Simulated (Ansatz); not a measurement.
Level: r2SCAN, no spin polarisation; 500 eV; 6×6×6 Γ-centred mesh; gaussian occupations (width 0.0693 eV); Ansatz 0.2.0, fixed geometry.

Computed maps in the lattice plane spanned by a (left to right, 6.39 Å, 19 points from zero) and b (bottom to top, 7.56 Å, 23 points from zero), 90° apart, at height 0.000 along c. The fields are smooth PAW ones with compensation charges, not the true ones near nuclei.

Valence density. Digits on a logarithmic scale: 0 up to 0.03 e/Å³, each further digit a factor of 1.6, 9 from 1.3 e/Å³ up:
```
5579999965569999975
5568999755557999865
5555776555555677555
5544444455554444445
5443333444444333344
4432222334433222234
3221111223322111122
1110000111111000011
0000000000000000000
0000000000000000000
0000000000000000000
0000000000000000000
0000000000000000000
0000000000000000000
1110000111111000011
3221111223322111122
4432222334433222234
5443333444444333344
5544444455554444445
5555776555555677555
5568999755557999865
5579999965569999975
5689999965569999986
```

ELF. Ten even steps from '0' (0.01) to '9' (0.83):
```
4249869724427968942
5314897214412798413
6511342136631243115
7642121257752121246
7653222467764222356
5542212345543212245
2221111122221111122
0000000000000000000
0000000000000000000
0000000000000000000
0000000000000000000
0000000000000000000
0000000000000000000
0000000000000000000
0000000000000000000
2221111122221111122
5542212345543212245
7653222467764222356
7642121257752121246
6511342136631243115
5314897214412798413
4249869724427968942
4369418934439814963
```

Task: The cell is Cs2NbS2. Which atoms lie within 0.2 Å of this plane, and where (fractions of a and b)?

Result: Nb at (0.25, 0.00), Nb at (0.75, 0.00). The whole cell:
```xyz
10
Lattice="0.0000 0.0000 6.3919 7.5629 0.0000 0.0000 3.7814 6.8668 -3.1960" Properties=species:S:1:pos:R:3 pbc="T T T"
Nb    0.0000    0.0000    1.5980
Nb    0.0000    0.0000    4.7940
S     5.1269    5.5580    3.1960
S     6.2175    1.3088    0.0000
S     1.3454    1.3088    3.1960
S     9.9989    5.5580    0.0000
Cs    2.5926    2.0655    0.0000
Cs    8.7518    4.8013    3.1960
Cs    6.3740    4.8013    0.0000
Cs    4.9703    2.0655    3.1960
```

Origin: a known structure type with other elements, at an estimated volume, so it need not be a known compound. Caveats: many states at the Fermi level without spin polarisation, so a magnetic state may lie lower.
